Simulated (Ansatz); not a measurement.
InP (zinc blende)

```
InP
1.0
    0.00000     5.90731     5.90731
    2.95366     0.00000     2.95366
    2.95366     2.95366     0.00000
P In
2 2
Cartesian
  4.43048   4.43048   4.43048
  4.43048   7.38414   7.38414
  0.00000   0.00000   0.00000
  2.95366   5.90731   2.95366
```

The atoms are displaced by Q × the pattern below (from a DFPT mode at L = (0.5, 0.0, 0.0), largest move 1; Q in Å), at fixed cell. It is one choice among 2 degenerate patterns. (q is in reciprocal vectors of the primitive cell; the cell shown is doubled to hold the pattern.)

```csv
atom,x,y,z
P1,-0.285,0.520,-0.805
P2,0.285,-0.520,0.805
In3,-0.067,0.122,-0.189
In4,0.067,-0.122,0.189
```

All values below come from r2SCAN (plane waves to 500 eV, PAW, scalar-relativistic; Ansatz, a quantum-chemistry and plane-wave program). k mesh 5×10×10 (Γ-centred), Fermi-Dirac smearing 0.05 eV. E stands for the smeared free energy. InP was relaxed with its symmetry unable to fall. The PAW data are Ansatz's earlier set. The zero of ΔE is the undisplaced structure.

```json
[
 {"Q (Å)": "-0.2800", "ΔE (meV/cell)": "withheld"},
 {"Q (Å)": "-0.2333", "ΔE (meV/cell)": "707"},
 {"Q (Å)": "-0.1867", "ΔE (meV/cell)": "448"},
 {"Q (Å)": "-0.1400", "ΔE (meV/cell)": "250"},
 {"Q (Å)": "-0.0933", "ΔE (meV/cell)": "111"},
 {"Q (Å)": "-0.0467", "ΔE (meV/cell)": "28"},
 {"Q (Å)": "0.0000", "ΔE (meV/cell)": "0"},
 {"Q (Å)": "0.0467", "ΔE (meV/cell)": "28"},
 {"Q (Å)": "0.0933", "ΔE (meV/cell)": "111"},
 {"Q (Å)": "0.1400", "ΔE (meV/cell)": "250"},
 {"Q (Å)": "0.1867", "ΔE (meV/cell)": "448"},
 {"Q (Å)": "0.2333", "ΔE (meV/cell)": "707"},
 {"Q (Å)": "0.2800", "ΔE (meV/cell)": "withheld"}
]
```

Fit an even polynomial form (powers 2, 4) to the given rows and predict ΔE at Q = 0.2800.

Least squares on the 11 given rows: ΔE = (12630)·Q² + (6501)·Q⁴, in meV/cell with Q in Å; root-mean-square residual 0.3 meV/cell. At 0.2800 the fit gives 1030 meV/cell; the calculation gives 1030 meV/cell, the same to the digits shown. The quadratic term alone would give 990 meV/cell.

(A displaced cell: forces are minus the slopes of the energy, force constants its curvatures, and phonons follow from these.)
